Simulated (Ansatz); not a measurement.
ScF3:
```
CELL_PARAMETERS angstrom
      3.97267     0.00000     0.00000
      0.00000     3.97267     0.00000
      0.00000     0.00000     3.97267
ATOMIC_POSITIONS crystal
  Sc 0.00000 0.00000 0.00000
  F  0.00000 0.00000 0.50000
  F  0.50000 0.00000 0.00000
  F  0.00000 0.50000 0.00000
```

Relaxed with LDA.

Task: Give the optical modes at the zone centre with their infrared and Raman activity from DFPT, LDA in the plane-wave PAW code Ansatz.

Result: Transverse frequencies, without the LO–TO term; a row sums one degenerate level.

```tsv
ω (cm⁻¹)	degeneracy	IR ((D/Å)²/amu)	Raman (Å⁴/amu)	activity	symmetry
124	3	0.00	0	silent	T2u
188	3	11.33	0	IR	T1u
487	3	42.56	0	IR	T1u
```

Task: How high does the top mode go among those that the LO–TO term moves?

Result: 693 cm⁻¹ for q along x.

Space group Pm-3m (ReO3 type). The workflow started from a Materials Project entry (that database holds measured and hypothetical structures alike); the Crystallography Open Database files this formula in space group No. 221, but the cells were not matched. Its standing as an ambient phase is unchecked. The cell was relaxed with LDA under the symmetry of its start; phonons on a q-mesh show weakly imaginary modes. The run is not spin-polarised.

Potentials: the earlier of the program's two PAW sets.
